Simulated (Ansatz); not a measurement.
NaPt3O4:
```yaml
crystal:
  lattice:
    - [5.70131, 0.00000, 0.00000]
    - [0.00000, 5.70131, 0.00000]
    - [0.00000, 0.00000, 5.70131]
  atoms:
    - { symbol: Na, position: [0.50000, 0.50000, 0.50000] }
    - { symbol: Na, position: [0.00000, 0.00000, 0.00000] }
    - { symbol: Pt, position: [0.75000, 0.00000, 0.50000] }
    - { symbol: Pt, position: [0.25000, 0.00000, 0.50000] }
    - { symbol: Pt, position: [0.50000, 0.25000, 0.00000] }
    - { symbol: Pt, position: [0.50000, 0.75000, 0.00000] }
    - { symbol: Pt, position: [0.00000, 0.50000, 0.25000] }
    - { symbol: Pt, position: [0.00000, 0.50000, 0.75000] }
    - { symbol: O, position: [0.75000, 0.25000, 0.25000] }
    - { symbol: O, position: [0.25000, 0.75000, 0.75000] }
    - { symbol: O, position: [0.25000, 0.25000, 0.75000] }
    - { symbol: O, position: [0.75000, 0.75000, 0.25000] }
    - { symbol: O, position: [0.25000, 0.75000, 0.25000] }
    - { symbol: O, position: [0.75000, 0.25000, 0.75000] }
    - { symbol: O, position: [0.75000, 0.75000, 0.75000] }
    - { symbol: O, position: [0.25000, 0.25000, 0.25000] }
```

Relaxed with r²SCAN. Special points in fractions of this cell's reciprocal vectors: Γ (0.000, 0.000, 0.000); X (0.000, 0.500, 0.000); M (0.500, 0.500, 0.000); R (0.500, 0.500, 0.500).

Q: List the band energies nearest the Fermi level at these points for the program Ansatz at the r²SCAN with spin–orbit coupling level (PAW).

A: In eV from the Fermi level; about four levels below and three above (degenerate sets whole), none deeper than 8.9 eV; points with the same levels are listed once.

```tsv
k	below	above
Γ	-0.68 -0.68 -0.31 -0.31	0.17 0.17 0.73 0.73 0.73 0.73
X	-0.75 -0.75 -0.75 -0.75	0.66 0.66 0.66 0.66
M	-0.59 -0.59 -0.59 -0.59	0.11 0.11 1.06 1.06
R	-1.10 -1.10 -1.10 -1.10	1.95 1.95 1.95 1.95 1.95 1.95 1.95 1.95
```

Space group Pm-3n. The workflow started from a Materials Project entry (that database holds measured and hypothetical structures alike); the Crystallography Open Database files this formula in space group No. 223, but the cells were not matched. Whether it is the stable phase at ambient conditions was not checked. The r²SCAN relaxation kept the symmetry of its start; its stability against distortions is not shown here. The run is not spin-polarised.

Potentials: the earlier of the program's two PAW sets.
